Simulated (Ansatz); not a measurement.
## Mg₅ZnN₄, one structure, two calculations

Cell: a Materials Project structure (computed, not necessarily an observed phase), taken as it stands.

```cif
data_Mg5ZnN4
_symmetry_space_group_name_H-M 'Pmmn:1'
_symmetry_Int_Tables_number 59
_cell_length_a 6.7593
_cell_length_b 7.1474
_cell_length_c 5.1834
_cell_angle_alpha 90.000
_cell_angle_beta 90.000
_cell_angle_gamma 90.000
loop_
_atom_site_label
_atom_site_type_symbol
_atom_site_symmetry_multiplicity
_atom_site_Wyckoff_symbol
_atom_site_fract_x
_atom_site_fract_y
_atom_site_fract_z
Mg1 Mg 8 g 0.2526 0.3009 0.7506
Mg9 Mg 2 a 0.5000 0.5000 0.2776
Zn Zn 2 b 0.0000 0.5000 0.2733
N13 N 4 f 0.7487 0.5000 0.0471
N17 N 4 e 0.5000 0.2520 0.4974
```

One atom of each set is listed.

First run. Level of theory: DFT, PBE, plane waves and PAW, scalar-relativistic, 420 eV cutoff, Γ-centred 4×4×6 k-points, Fermi–Dirac smearing 0.02 eV (Ansatz 0.2.0).

```tsv
site	V_zz (10²¹ V/m²)	η
Mg1	2.37	0.89
Mg9	-0.55	0.56
Zn	-2.59	0.85
N13	-2.56	0.16
N17	1.35	0.16
```

Second run. The same atoms and settings, except that the functional is LDA.

Problem. What does the second run give?

Solution. 

| site | V_zz | η | change of V_zz |
| --- | --- | --- | --- |
| Mg1 | 2.32 | 0.87 | -0.05 |
| Mg9 | -0.56 | 0.67 | -0.01 |
| Zn | -2.61 | 0.85 | -0.02 |
| N13 | -2.53 | 0.18 | +0.03 |
| N17 | 1.36 | 0.14 | +0.01 |

The largest change of V_zz is on Mg1, from 2.37 to 2.32. In per cent, |V_zz| changes by -2 to +2 on Mg, +1 on Zn, -1 to 0 on N (all sites that start above 0.5).

With a gap of 0.8 eV on this mesh, small gradients can still move by 0.1 × 10²¹ V/m² or more as the k-mesh gets denser.
For the second run: At this cell the LDA pressure is -7 GPa, so with LDA the cell would shrink if it were relaxed.
